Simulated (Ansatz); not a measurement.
PtS2 (rutile, P4_2/mnm) under volume change, the program Ansatz at the PBE level (PAW), shape and atoms relaxed at each volume.

```json
[
 {"V (Å³/atom)": "17.220", "E − E(relaxed) (meV/atom)": "65.1", "P (GPa)": "13.50"},
 {"V (Å³/atom)": "17.788", "E − E(relaxed) (meV/atom)": "27.0", "P (GPa)": "8.14"},
 {"V (Å³/atom)": "18.355", "E − E(relaxed) (meV/atom)": "6.3", "P (GPa)": "3.69"},
 {"V (Å³/atom)": "18.923", "E − E(relaxed) (meV/atom)": "0.0", "P (GPa)": "0.00"},
 {"V (Å³/atom)": "19.491", "E − E(relaxed) (meV/atom)": "?", "P (GPa)": "?"},
 {"V (Å³/atom)": "20.058", "E − E(relaxed) (meV/atom)": "21.0", "P (GPa)": "-5.53"},
 {"V (Å³/atom)": "20.626", "E − E(relaxed) (meV/atom)": "?", "P (GPa)": "?"}
]
```

Q: Fill in the missing entries.

A: 
- 19.491, E − E(relaxed) (meV/atom): 5.6
- 19.491, P (GPa): -3.06
- 20.626, E − E(relaxed) (meV/atom): 44.1
- 20.626, P (GPa): -7.39

Q: What does a third-order Birch–Murnaghan fit give for V₀, B₀ and B′?

A: V₀ = 18.92 Å³/atom, B₀ = 110 GPa, B′ = 5.6.

The cell is a constructed one: a structure type filled with these elements; neither database checked (COD, Materials Project) lists it. COD files the formula under space group No. 164, so this cell is another polymorph or a model. Its standing as an ambient phase is unchecked. Symmetry was held in the PBE relaxation; whether a distortion lowers the energy is not shown. The run is not spin-polarised. Scalar-relativistic: spin–orbit coupling is off unless named, which matters more the heavier the elements.

Potentials: the later of the program's two PAW sets.
